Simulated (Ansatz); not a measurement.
PbAu2 (cubic Laves (MgCu2 type), Fd-3m) under volume change, plane-wave PAW r²SCAN (Ansatz code), scaled uniformly.

| V (Å³/atom) | E − E(relaxed) (meV/atom) | P (GPa) |
|---|---|---|
| 19.729 | 63.7 | 11.59 |
| 20.379 | 26.4 | 6.95 |
| 21.030 | 6.2 | 3.14 |
| 21.680 | 0.0 | 0.00 |
| 22.331 | 5.4 | -2.58 |
| 22.981 | 20.3 | -4.69 |
| 23.631 | 43.0 | -6.42 |

What does a third-order Birch–Murnaghan fit give for V₀, B₀ and B′?

V₀ = 21.68 Å³/atom, B₀ = 94.7 GPa, B′ = 5.5.

The workflow started from an entry of the Crystallography Open Database (COD). Whether it is the stable phase at ambient conditions was not checked. The r²SCAN relaxation kept the symmetry of its start; whether a distortion lowers the energy is not shown. Spin–orbit coupling is left out wherever it is not named.

Potentials: the later of the program's two PAW sets.
